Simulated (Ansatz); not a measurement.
Al: the volume at rest

Al in the fcc lattice, starting from this typed cell of 16.48 Å³ an atom.

```xyz
1
Lattice="0.0000 2.0200 2.0200 2.0200 0.0000 2.0200 2.0200 2.0200 0.0000" Properties=species:S:1:pos:R:3 pbc="T T T"
Al    0.0000    0.0000    0.0000
```

Computed with Ansatz (plane-wave DFT, scalar-relativistic): k mesh 8×8×8; Fermi–Dirac smearing of 0.1 eV; no spin. Cell and atoms are relaxed to zero stress with the symmetry kept and no dispersion correction.

Caveats: coarse k mesh.

Task: What volume results under PBE, LDA, PBEsol, and how much do the potentials matter?

Result: 
```csv
functional,potentials,cutoff (eV),volume (Å³/atom),change (%)
PBE,all-electron PAW datasets (no frozen core),160,16.51,0.2
PBE,Ansatz generated PAW,420,16.51,0.2
PBE,Ansatz hand-made PAW,900,16.52,0.2
PBE,JTH PAW,570,16.50,0.1
PBE,PseudoDojo norm-conserving,544,16.47,-0.1
PBE,Ansatz norm-conserving,544,16.52,0.2
LDA,Ansatz hand-made PAW,900,15.83,-3.9
LDA,PseudoDojo norm-conserving,599,15.78,-4.3
PBEsol,Ansatz hand-made PAW,900,16.22,-1.6
PBEsol,PseudoDojo norm-conserving,544,16.19,-1.8
```

From smallest to largest: LDA, PBEsol, PBE.
